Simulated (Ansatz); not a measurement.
# Is this ZrNb3N structure a true minimum?

It was reached by relaxing an invented guess, and it needn't be the stable form of this composition.

Level of theory: DFT PBE, scalar-relativistic, plane waves, PAW in Ansatz. Plane waves to 420 eV, a k mesh through Γ of 12×12×4 on the computed 5-atom cell and Gaussian smearing (0.10 eV); no spin polarisation.

The cell below (5 atoms, space group P-6m2 (No. 187)) is relaxed within its symmetry.

```yaml
crystal:
  lattice:
    - [3.36035, 0.00000, 0.00000]
    - [-1.68018, 2.91015, 0.00000]
    - [0.00000, 0.00000, 9.89169]
  atoms:
    - { symbol: Zr, position: [0.66667, 0.33333, 0.50000] }
    - { symbol: Nb, position: [0.00000, 0.00000, 0.72522] }
    - { symbol: Nb, position: [0.00000, 0.00000, 0.27478] }
    - { symbol: Nb, position: [0.00000, 0.00000, 0.00000] }
    - { symbol: N, position: [0.66667, 0.33333, 0.00000] }
```

For the test a repeat of it with 10 atoms (edges 3.36, 3.36, 19.78 Å) was strained at random (σ = 1.5 % a component), the atoms were moved at random (σ = 0.05 Å), and all was relaxed again on a coarse 6×6×1 mesh (in the run’s order of axes) with 0.20 eV smearing, with no symmetry imposed.

Task: Does it come back?

Result: It doesn't return. The energy falls by 831 meV/atom on that mesh, the volume changes by -13.6 %, and the end has space group Pmmm (No. 47) at a loose tolerance. Relaxed again on a 12×12×4 mesh with 0.10 eV smearing, the new structure lies 809 meV/atom below the first (mesh in the axes of the run's cell; the cell below is made exact in the group named). Space group Pmmm (No. 47), orthorhombic, a = 3.026 Å, b = 3.133 Å, c = 8.784 Å. Zr is surrounded by 4 Zr at 3.03–3.13 Å and 8 Nb at 3.13 Å; Nb on a site of symmetry mm2 is surrounded by 1 N at 2.15 Å, 8 Nb at 3.03–3.13 Å and 4 Zr at 3.13 Å; Nb on a site of symmetry mmm has 4 N at 2.18 Å and 12 Nb at 3.03–3.13 Å; around N lie 6 Nb at 2.15–2.18 Å.

```
CELL_PARAMETERS angstrom
3.02580 0.00000 0.00000
0.00000 3.13282 0.00000
0.00000 0.00000 8.78364
ATOMIC_POSITIONS crystal
Zr 0.00000 0.00000 0.50000
Nb 0.50000 0.50000 0.75529
Nb 0.50000 0.50000 0.24471
Nb 0.00000 0.00000 0.00000
N 0.50000 0.50000 0.00000
```
